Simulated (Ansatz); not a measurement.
Given:

Rh:
```yaml
crystal:
  lattice:
    - [0.00000, 2.72999, 2.72999]
    - [2.72999, 0.00000, 2.72999]
    - [2.72999, 2.72999, 0.00000]
  atoms:
    - { symbol: Rh, position: [0.00000, 0.00000, 0.00000] }
    - { symbol: Rh, position: [0.25000, 0.25000, 0.25000] }
```

This is the r²SCAN-relaxed structure.

Question: All from the program Ansatz at the r²SCAN level (PAW), unless another level is named. Give the bulk modulus (Birch–Murnaghan fit).

Answer: 145 GPa.

Question: And the elastic constants (relaxed ions, GPa)?

Answer: C11 = 132, C12 = 151, C44 = 5.6.

Space group Fd-3m (diamond). The start of the workflow was typed in or built on a structure type; neither database checked (COD, Materials Project) lists it. It is not the phase usual at ambient conditions (space group No. 225). The cell was relaxed with r²SCAN under the symmetry of its start. At this level the phase is mechanically unstable. The workflow began spin-polarised and lost its moments. As this level gives no gap, shear constants depend on the k-mesh and smearing (Fermi–Dirac, 0.1 eV here).

Potentials: the later of the program's two PAW sets.
